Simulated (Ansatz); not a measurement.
Computed with DFT PBE, scalar-relativistic, plane waves, PAW in Ansatz 0.2.0. Settings: cutoff 420 eV, Γ-centred meshes spaced at most about 0.3 Å⁻¹, and about 0.25 Å⁻¹ or finer for metals (2π included), Gaussian smearing. No spin polarisation in the final relaxations.

Temperature and zero-point effects are left out.

Two forms of TaNb2N3 were relaxed alike.

A.

```xyz
6
Lattice="4.3056 0.0000 0.0000 0.0000 4.3056 0.0000 0.0000 0.0000 4.2385" Properties=species:S:1:pos:R:3 pbc="T T T"
Ta    2.1528    2.1528    2.1193
Nb    2.1528    0.0000    0.0000
Nb    0.0000    2.1528    0.0000
N     2.1528    0.0000    2.1193
N     0.0000    2.1528    2.1193
N     2.1528    2.1528    0.0000
```

B.

```xyz
6
Lattice="2.5189 1.4543 4.3284 -2.5189 1.4543 4.3284 0.0000 -2.9086 4.3284" Properties=species:S:1:pos:R:3 pbc="T T T"
Ta    0.0000    0.0000    6.4926
Nb    0.0000    0.0000    9.5881
Nb    0.0000    0.0000    3.3971
N     0.0000   -1.4543    2.1642
N     1.2595    0.7272    2.1642
N    -1.2595    0.7272    2.1642
```

Problem. Which is lower in energy, and by how much?

Solution. A is lower, by 0.97 eV/atom. A has space group P4/mmm (No. 123), 13.1 Å³/atom and no gap on its mesh; B has space group R-3m (No. 166), 15.9 Å³/atom and no gap. Counting N atoms around Nb and Ta (those within 1.25 times the shortest such distance or 1.15 times the sum of covalent radii), A has Ta 6, Nb 4 and B has Ta 6, Nb 3. The denser one is the lower, and pressure would at first widen the difference. In A, around Ta lie 6 N at 2.12–2.15 Å and 8 Nb at 3.02 Å; Nb is surrounded by 4 N at 2.12–2.15 Å and 4 Ta at 3.02 Å; N on a site of symmetry mmm has 2 Nb at 2.12 Å and 2 Ta at 2.15 Å; 1 more site not described. In B, Ta is surrounded by 6 N at 2.52 Å and 8 Nb at 3.10–3.16 Å; Nb is surrounded by 3 N at 1.91 Å and 4 Ta at 3.10–3.16 Å; N is surrounded by 2 Nb at 1.91 Å, 4 N at 2.52 Å and 2 Ta at 2.52 Å. Both come from invented guesses.

These runs have no spin–orbit coupling, which can matter for Ta. Cells relaxed within their symmetry can be saddle points.
